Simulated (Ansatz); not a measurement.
Calculated with Ansatz: CoW, relaxation

The command:

```bash
ansatz run input.yaml --threads 2 --pin off --max-ram 3584MiB --backend cpu --events-out ev --progress --plain --runs-dir out
```

Input:

```yaml
crystal:
  lattice:
    - [1.51595323, 2.62570267, 0.0]
    - [-1.51595323, 2.62570267, 0.0]
    - [0.0, 0.0, 2.96202484]
  atoms:
    - { symbol: W, position: [0.0, 0.0, 0.0], spin: 1, spin_axis: [0.0, 0.0, 1.0] }
    - { symbol: Co, position: [0.66667, 0.66666, 0.5], spin: 3, spin_axis: [0.0, 0.0, 1.0] }
  symmetry: { tolerance: 0.0003 }
kpoints:
  mp_grid: { grid: [7, 7, 7], shift: [0, 0, 0] }
magnetization:
  noncollinear: true
  spin_orbit: true
scf:
  occupations: { method: fermi_dirac }
  lower_state_search: "off"
hamiltonian:
  pseudopotentials: { kind: paw_fr }
  xc: pbe
basis:
  ecutwfc: 420
  fft_grid_basis: typed
relax:
  max_steps: 60
  cell: { p_target: 0.0 }
output:
  forces: true
  stress: true
  eigenvalues: true
  bader: true
  populations: true
  elf: true
  write_potential: true
  volumetric_format: npy
  dos:
    e_range: [-12, 8]
    de: 0.05
    projected: { site_lists: { Co: [Co], W: [W] } }
    method: { smearing: { sigma: 0.1, scheme: gaussian } }
checkpoint:
  read: saved_state
```

Origin of the cell: a known structure type with other elements, at an estimated volume, so it need not be a known compound.

The smearing width isn't typed, so it takes its default of 0.1 eV.

The saved state is a converged single point of the same cell.

Steps («new basis» is an SCF on plane waves selected anew at the same cell):

```json
{"step": "1", "ΔF (meV/atom)": "0.0", "max force component (eV/Å)": "0.000", "P (GPa)": "77.23", "volume (Å³)": "23.58", "SCF iterations": "15", "step was": "accepted"}
{"step": "2", "ΔF (meV/atom)": "-464.6", "max force component (eV/Å)": "0.000", "P (GPa)": "24.50", "volume (Å³)": "26.58", "SCF iterations": "12", "step was": "accepted"}
{"step": "3", "ΔF (meV/atom)": "-556.6", "max force component (eV/Å)": "0.000", "P (GPa)": "5.53", "volume (Å³)": "28.05", "SCF iterations": "12", "step was": "accepted"}
{"step": "4", "ΔF (meV/atom)": "-593.1", "max force component (eV/Å)": "0.000", "P (GPa)": "-1.09", "volume (Å³)": "28.33", "SCF iterations": "13", "step was": "accepted"}
{"step": "5", "ΔF (meV/atom)": "-646.0", "max force component (eV/Å)": "0.000", "P (GPa)": "-4.13", "volume (Å³)": "28.03", "SCF iterations": "16", "step was": "accepted"}
{"step": "6", "ΔF (meV/atom)": "-701.5", "max force component (eV/Å)": "0.000", "P (GPa)": "-6.39", "volume (Å³)": "27.46", "SCF iterations": "16", "step was": "accepted"}
{"step": "7", "ΔF (meV/atom)": "-732.1", "max force component (eV/Å)": "0.000", "P (GPa)": "-2.42", "volume (Å³)": "26.14", "SCF iterations": "16", "step was": "accepted"}
{"step": "8", "ΔF (meV/atom)": "-732.8", "max force component (eV/Å)": "0.000", "P (GPa)": "4.52", "volume (Å³)": "25.93", "SCF iterations": "14", "step was": "accepted"}
{"step": "9", "ΔF (meV/atom)": "-705.8", "max force component (eV/Å)": "0.000", "P (GPa)": "-10.54", "volume (Å³)": "27.55", "SCF iterations": "16", "step was": "rejected"}
{"step": "10", "ΔF (meV/atom)": "-735.1", "max force component (eV/Å)": "0.000", "P (GPa)": "-0.05", "volume (Å³)": "26.18", "SCF iterations": "17", "step was": "accepted"}
{"step": "11", "ΔF (meV/atom)": "-735.1", "max force component (eV/Å)": "0.000", "P (GPa)": "0.01", "volume (Å³)": "26.17", "SCF iterations": "11", "step was": "accepted"}
{"step": "12", "ΔF (meV/atom)": "-871.4", "max force component (eV/Å)": "0.000", "P (GPa)": "12.49", "volume (Å³)": "26.17", "SCF iterations": "11", "step was": "new basis"}
{"step": "13", "ΔF (meV/atom)": "-939.3", "max force component (eV/Å)": "0.000", "P (GPa)": "9.52", "volume (Å³)": "26.29", "SCF iterations": "15", "step was": "accepted"}
{"step": "14", "ΔF (meV/atom)": "-999.5", "max force component (eV/Å)": "0.000", "P (GPa)": "4.66", "volume (Å³)": "26.63", "SCF iterations": "15", "step was": "accepted"}
{"step": "15", "ΔF (meV/atom)": "-1021.8", "max force component (eV/Å)": "0.000", "P (GPa)": "2.19", "volume (Å³)": "26.81", "SCF iterations": "16", "step was": "accepted"}
{"step": "16", "ΔF (meV/atom)": "-1022.4", "max force component (eV/Å)": "0.000", "P (GPa)": "-0.49", "volume (Å³)": "27.08", "SCF iterations": "20", "step was": "accepted"}
{"step": "17", "ΔF (meV/atom)": "-1022.4", "max force component (eV/Å)": "0.000", "P (GPa)": "-0.01", "volume (Å³)": "27.03", "SCF iterations": "14", "step was": "accepted"}
{"step": "18", "ΔF (meV/atom)": "-1025.5", "max force component (eV/Å)": "0.000", "P (GPa)": "0.43", "volume (Å³)": "27.03", "SCF iterations": "11", "step was": "new basis"}
{"step": "19", "ΔF (meV/atom)": "-1025.7", "max force component (eV/Å)": "0.000", "P (GPa)": "0.05", "volume (Å³)": "27.07", "SCF iterations": "14", "step was": "accepted"}
{"step": "20", "ΔF (meV/atom)": "-1025.7", "max force component (eV/Å)": "0.000", "P (GPa)": "0.00", "volume (Å³)": "27.07", "SCF iterations": "11", "step was": "accepted"}
{"step": "21", "ΔF (meV/atom)": "-1025.7", "max force component (eV/Å)": "0.000", "P (GPa)": "0.00", "volume (Å³)": "27.07", "SCF iterations": "6", "step was": "new basis"}
```

Before:

Space group P-6m2 (No. 187); the run's cell has a = 3.032 Å, b = 3.032 Å, c = 2.962 Å, α = 90.00°, β = 90.00°, γ = 60.00°. Shortest distances: Co–W 2.29 Å, W–W 2.96 Å, Co–Co 2.96 Å.

After:

Space group P-6m2 (No. 187); the run's cell has a = 2.723 Å, b = 2.723 Å, c = 4.218 Å, α = 90.00°, β = 90.00°, γ = 60.00°. Shortest distances: Co–W 2.63 Å, Co–Co 2.72 Å, W–W 2.72 Å.

```
CELL_PARAMETERS angstrom
1.36127 2.35778 0.00000
-1.36127 2.35778 0.00000
0.00000 0.00000 4.21769
ATOMIC_POSITIONS crystal
W 0.00000 0.00000 0.00000
Co 0.66667 0.66667 0.50000
```

```yaml
Free_energy_lowered_by: 1025.7 meV/atom
Volume_change: 14.82 %
Final_pressure: 0.00 GPa
Relaxation_steps_listed: 21
Gap_on_the_mesh: none (metal)
```

Caveats: a starting moment was lost; no dispersion correction, so spacings can come out too large where layers or molecules are weakly bound; the electronic state may be unstable; the k mesh is coarse if the cell is a metal; the relaxation held the start's symmetry, so the end may be a saddle point; the run holds no moments, so a magnetic state may lie lower; the program can leave such a cell on a higher state.

Time: 5.1 min on 2 threads of Arm Neoverse V2, with other jobs on the host, peak memory 0.52 GiB, from a saved density.
